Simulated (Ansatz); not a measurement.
InCo₃N:
```cif
data_Co3InN
_chemical_formula_sum 'In1 Co3 N1'
_space_group_name_H-M_alt 'P 1'
_space_group_IT_number 1
_cell_length_a 3.79090
_cell_length_b 3.79090
_cell_length_c 3.79090
_cell_angle_alpha 90.000
_cell_angle_beta 90.000
_cell_angle_gamma 90.000
loop_
_space_group_symop_operation_xyz
  'x, y, z'
loop_
_atom_site_label
_atom_site_type_symbol
_atom_site_fract_x
_atom_site_fract_y
_atom_site_fract_z
_atom_site_occupancy
In1 In 0.00000 0.00000 0.00000 1
Co1 Co 0.50000 0.50000 0.00000 1
Co2 Co 0.00000 0.50000 0.50000 1
Co3 Co 0.50000 0.00000 0.50000 1
N1 N 0.50000 0.50000 0.50000 1
```
The run is spin-polarised; directions of the spins, atom by atom: 0 ↑ ↑ ↑ 0.

Relaxed with PBEsol.

Task: Which orbitals make up the states near the Fermi level in the program Ansatz at the PBEsol level (PAW)?

Result: Within 0.5 eV of the Fermi level: Co 3d 89 %, N 2p 6 %. Projections are on Löwdin-orthogonalised atomic valence shells; empty p or d shells of many metals are not among them.

Task: Tabulate the density of states.

Result: States/eV per cell of 5 atoms, in 0.25 eV bins, energy from the Fermi level.

```
E (eV)  total  Co 3d  N 2p  In 5p
------  -----  -----  ----  -----
-7.85    1.38   0.36  0.74   0.10
-7.60    1.41   0.35  0.78   0.10
-7.35    1.46   0.36  0.82   0.10
-7.10    1.58   0.39  0.90   0.11
-6.85    1.78   0.45  1.02   0.11
-6.60    2.32   0.62  1.22   0.11
-6.35    5.72   1.91  1.77   0.17
-6.10    3.70   1.14  1.95   0.07
-5.85    2.26   0.53  1.49   0.06
-5.60    0.72   0.09  0.55   0.04
-5.35    0.05   0.02  0.01   0.02
-5.10    0.21   0.10  0.02   0.06
-4.85    0.45   0.21  0.03   0.13
-4.60    0.79   0.39  0.04   0.24
-4.35    1.40   0.72  0.06   0.44
-4.10    2.19   1.17  0.07   0.68
-3.85    2.75   1.62  0.06   0.79
-3.60    5.24   3.85  0.09   1.00
-3.35    5.17   3.86  0.05   1.01
-3.10    3.80   2.87  0.03   0.71
-2.85    6.90   5.38  0.03   1.27
-2.60    4.11   3.92  0.02   0.05
-2.35    4.63   4.35  0.04   0.09
-2.10    6.31   5.88  0.09   0.13
-1.85    6.64   6.29  0.05   0.08
-1.60    6.29   5.96  0.03   0.10
-1.35   10.01   9.53  0.09   0.11
-1.10   10.77  10.40  0.06   0.07
-0.85    5.12   4.90  0.12   0.04
-0.60    8.73   8.18  0.28   0.11
-0.35    5.65   5.05  0.26   0.17
-0.10    3.10   2.65  0.25   0.09
0.15     3.55   3.18  0.20   0.08
0.40     3.92   3.43  0.26   0.11
0.65     3.73   3.01  0.36   0.18
0.90     2.21   1.53  0.30   0.15
1.15     1.62   0.93  0.23   0.13
1.40     2.07   1.07  0.31   0.15
1.65     2.16   1.09  0.33   0.22
1.90     2.05   0.97  0.29   0.28
2.15     1.84   0.80  0.25   0.42
2.40     2.40   1.00  0.31   0.65
2.65     3.02   1.08  0.45   1.04
2.90     2.66   0.91  0.43   0.96
3.15     2.37   0.77  0.40   0.90
3.40     1.83   0.55  0.29   0.75
3.65     1.39   0.38  0.19   0.61
3.90     1.07   0.26  0.11   0.50
4.15     1.09   0.23  0.09   0.47
4.40     1.50   0.28  0.11   0.56
4.65     1.54   0.27  0.11   0.57
```

Space group Pm-3m (anti-perovskite). The workflow started from a Materials Project entry (that database holds measured and hypothetical structures alike); the Crystallography Open Database copy checked does not list it. Its standing as an ambient phase is unchecked. Symmetry was held in the PBEsol relaxation; its stability against distortions is not shown here. Magnetic state: ferromagnetic, chosen from 4 collinear starts compared on coarse meshes (ties went to the first, and starts can fall back to one state), not a proven ground state. No Hubbard U is applied. Spin–orbit coupling is left out wherever it is not named.

Potentials: the later of the program's two PAW sets.
